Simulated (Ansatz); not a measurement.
Structure: Si5GeN8 on the sites of β-Si3N4 (relaxed group Pm), at its r2SCAN minimum. The symmetry is Pm (No. 6, monoclinic); a = 7.661 Å, b = 2.934 Å, c = 7.684 Å, β = 119.8° in the conventional setting, 10.70 Å³ an atom. Around Si lie 4 N at 1.73–1.75 Å; around Si lie 4 N at 1.74–1.75 Å; around Si lie 4 N at 1.71–1.74 Å; around Ge lie 4 N at 1.80–1.83 Å; around Si lie 4 N at 1.73–1.74 Å; around N lie 2 Si at 1.73 Å and 1 Ge at 1.82 Å; around N lie 3 Si at 1.73–1.74 Å (further sites aren't listed).

```xyz
14
Lattice="7.6841 0.0000 0.0192 0.0000 2.9337 0.0000 -3.8254 0.0000 6.6372" Properties=species:S:1:pos:R:3 pbc="T T T"
Si    1.4252    1.4668    5.4849
Si    5.4581    0.0000    1.5481
Si    3.6010    0.0000    3.9350
Si    0.2261    1.4668    2.6812
Ge   -1.6073    1.4668    5.1129
Si    2.4626    0.0000    1.2053
N     0.0724    1.4668    4.4054
N     3.8567    0.0000    2.2276
N     2.8041    1.4668    4.4307
N     1.4566    0.0000    6.4432
N    -2.5303    0.0000    4.6383
N     6.3022    1.4668    2.0079
N     1.0283    0.0000    2.1853
N     2.4551    1.4668    0.2888
```

The questions ask for values computed with Ansatz on this geometry. No magnetic order. The prototype was imposed, so other structures may be more stable.

Given (4×8×4 mesh): The PBE gap is indirect, 4.13 eV (Γ–Z (0.30 of the way from Γ) to Γ), below the direct gap of 4.28 eV at Γ.

(1) Estimate the gap with PBE+SOC on 4×8×4.

(2) Estimate the gap with HSE06 on 2×6×2.

(3) What does PBE0 give for the gap (2×6×2 mesh)?

(4) What are ε∞ and the Born charges with r2SCAN?

Answers

(1) The PBE+SOC gap is indirect, 4.13 eV (Γ–Z (0.33 of the way from Γ) to Γ), below the direct gap of 4.28 eV at Γ. The gap differs by 0.00 eV from PBE's.

(2) The HSE06 gap is indirect, 5.63 eV (Γ–Z (0.33 of the way from Γ) to Γ), below the direct gap of 5.80 eV at Γ. The gap differs by +1.50 eV from PBE's.

(3) The PBE0 gap is indirect, 6.39 eV (Γ–Z (0.33 of the way from Γ) to Γ), below the direct gap of 6.56 eV at Γ. The gap differs by +2.26 eV from PBE's.

(4) The electronic dielectric tensor ε∞ is a tensor with principal values 4.07, 4.11, 4.17. Born charges, averaged over directions: Si +3.37 to +3.43, Ge +3.29, N -2.58 to -2.50 e. The program notes that the ground state's band table doesn't vouch for all the bands that the response reads.

Only the levels marked +SOC include spin-orbit coupling.

Where an edge lies off the special points, it is a point of the mesh or the k point where a search put PBE's edge or least direct gap, reused for the other functionals, whose own edges may lie a little apart; PBE's own value is read along its path and can be a few hundredths of an eV high.

The meshes of the hybrids are coarse, so their gaps aren't converged to the digits shown.
